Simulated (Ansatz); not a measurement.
How much do the gradients of Ba3Al3N5 depend on the method?

Cell: a computed structure from the Materials Project (it need not be an observed phase), atoms as given.

```cif
data_Ba3Al3N5
_symmetry_space_group_name_H-M 'P-1'
_symmetry_Int_Tables_number 2
_cell_length_a 5.9497
_cell_length_b 7.6352
_cell_length_c 8.8767
_cell_angle_alpha 108.789
_cell_angle_beta 100.952
_cell_angle_gamma 96.574
loop_
_atom_site_label
_atom_site_type_symbol
_atom_site_symmetry_multiplicity
_atom_site_Wyckoff_symbol
_atom_site_fract_x
_atom_site_fract_y
_atom_site_fract_z
Ba1 Ba 2 i 0.8108 0.4271 0.6099
Ba3 Ba 2 i 0.6661 0.8570 0.8802
Ba5 Ba 2 i 0.6611 0.6608 0.2159
Al7 Al 2 i 0.9162 0.3198 0.9772
Al9 Al 2 i 0.6980 0.9702 0.5798
Al11 Al 2 i 0.0989 0.8920 0.7076
N13 N 2 i 0.9359 0.1114 0.7808
N15 N 2 i 0.8213 0.7444 0.5444
N17 N 2 i 0.7811 0.5160 0.9219
N19 N 2 i 0.3694 0.9520 0.6100
N21 N 2 i 0.1869 0.7821 0.8699
```

One atom of each set is listed.

First run. All values are calculated (Ansatz; DFT, PBE, plane waves and PAW, scalar-relativistic, 420 eV cutoff, Γ-centred 5×4×4 k-points, Fermi–Dirac smearing 0.02 eV), not measured.

| site | V_zz (10²¹ V/m²) | η |
| --- | --- | --- |
| Ba1 | 22.1 | 0.71 |
| Ba3 | 13.59 | 0.62 |
| Ba5 | -23.0 | 0.97 |
| Al7 | -1.52 | 0.35 |
| Al9 | 1.99 | 0.88 |
| Al11 | -1.65 | 0.76 |
| N13 | -2.41 | 0.63 |
| N15 | 2.04 | 0.35 |
| N17 | 1.97 | 0.34 |
| N19 | 1.80 | 0.93 |
| N21 | -1.59 | 0.40 |

Second run. The same atoms and settings, except that spin–orbit coupling is included (fully relativistic PAW files).

(1) What does the second run give?

Results:

(1) 

| site | V_zz | η | change of V_zz |
| --- | --- | --- | --- |
| Ba1 | 22.1 | 0.71 | +0.09 |
| Ba3 | 13.61 | 0.62 | +0.02 |
| Ba5 | -23.1 | 0.97 | -0.05 |
| Al7 | -1.52 | 0.35 | 0.00 |
| Al9 | 1.99 | 0.88 | 0.00 |
| Al11 | -1.65 | 0.76 | 0.00 |
| N13 | -2.41 | 0.63 | 0.00 |
| N15 | 2.04 | 0.34 | 0.00 |
| N17 | 1.97 | 0.34 | 0.00 |
| N19 | 1.80 | 0.93 | 0.00 |
| N21 | -1.58 | 0.40 | +0.01 |

The largest change of V_zz is on Ba1, by 0.09.
